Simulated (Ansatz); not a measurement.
NbH$_{2}$:
```
NbH2
1.0
    0.00000     2.27346     2.27346
    2.27346     0.00000     2.27346
    2.27346     2.27346     0.00000
Nb H
1 2
Direct
  0.00000   0.00000   0.00000
  0.25000   0.25000   0.25000
  0.75000   0.75000   0.75000
```

Relaxed with r²SCAN.

Q: Map the electron localisation function on the plane through (0.000, 0.000, 0.000) spanned by u = [1, 0, 0] and v = [-1, 1, 1] in lattice vectors, from plane-wave PAW r²SCAN (Ansatz code).

A: x is the fraction of u, y of v (the angle between them is 90°; rows are the nearest grid lines); atoms in the plane: Nb at (0.00, 0.00), H at (0.50, 0.25), H at (0.50, 0.75).
```
| :*#+: .:. :+#*: |
|.=##+. ::: .+##=.|
|*##*-..-+-..-*##*|
|##*=..-#%#-..=*##|
|**=:.:#@@@#:.:=**|
|-:. .+@@@@@+. .:-|
|   .-#@@@@@#-.   |
|  .:=#@@@@@#=:.  |
|...:-+#%@%#+-:...|
|..::-=+***+=-::..|
|.:::::-----:::::.|
|.:::::::::::::::.|
|.:::::::::::::::.|
|.:::::-----:::::.|
|..::-=+***+=-::..|
|...:-+#%@%#+-:...|
|  .:=#@@@@@#=:.  |
|   .-#@@@@@#-.   |
|-:. .+@@@@@+. .:-|
|**=:.:#@@@#:.:=**|
|##*=..-#%#-..=*##|
|*##*-..-+-..-*##*|
|.=##+. ::: .+##=.|
| :*#+: .:. :+#*: |
```
Scale: ten equal steps from 0.072 (start of ' ') to 0.993 (end of '@'), in the order ' .:-=+*#%@'; x runs from 0.000 to 1.00, y from 0.000 (bottom) to 1.00 (top).

The density is the valence pseudo-density with augmentation charge, so density and ELF within about 1 Å of a nucleus are not all-electron values.

Space group Fm-3m (fluorite). The workflow started from an entry of the Crystallography Open Database (COD). Its standing as an ambient phase is unchecked. The r²SCAN relaxation kept the symmetry of its start; whether a distortion lowers the energy is not shown. The run is not spin-polarised.

Potentials: the later of the program's two PAW sets.
